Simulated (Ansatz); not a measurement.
Values for one crystal, relaxed and computed with DFT-PBEsol in the program Ansatz with PAW potentials; other levels are named.

* **Volume per atom**: 34.61 Å³
* **Electronic character**: no gap, with almost no states at the Fermi level (zero-gap or semimetallic)
* **Bulk modulus (Birch–Murnaghan fit)**: 42.6 GPa
* **Highest zone-centre frequency**: 175 cm^-1
* **Pressure derivative B′**: 4.8
* **HSE06 gap on the PBEsol cell**: 0.42 eV (a hybrid on a coarse mesh can open a false gap in a semimetal)
* **Density of states at the Fermi level**: 0.01 states/eV per atom (mean over ±0.08 eV)

### Question
Which of these materials gives this?
A. TiSb2, I4/mcm (Sb on 8h, Ti on 4a)
B. ZrSi2, Cmcm (Si on 4c, Si on 4c, Zr on 4c)
C. In2SbAs, R3m (In on 3a, In on 3a, Sb on 3a, As on 3a)
D. InSb, P6_3mc (In on 2b, Sb on 2b, In on 2a, Sb on 2a)

### Answer
D, InSb, P6_3mc (In on 2b, Sb on 2b, In on 2a, Sb on 2a)

The start of the workflow was typed in or built on a structure type; neither database checked (COD, Materials Project) lists it. It is not the phase usual at ambient conditions (space group No. 216). The cell was relaxed with PBEsol under the symmetry of its start; of distortions, only those at the zone centre were tested. As this level gives no gap, phonon frequencies hold no LO–TO term and depend on the k-mesh and smearing (Fermi–Dirac, 0.1 eV here). Spin–orbit coupling is left out wherever it is not named.

Potentials: the later of the program's two PAW sets.
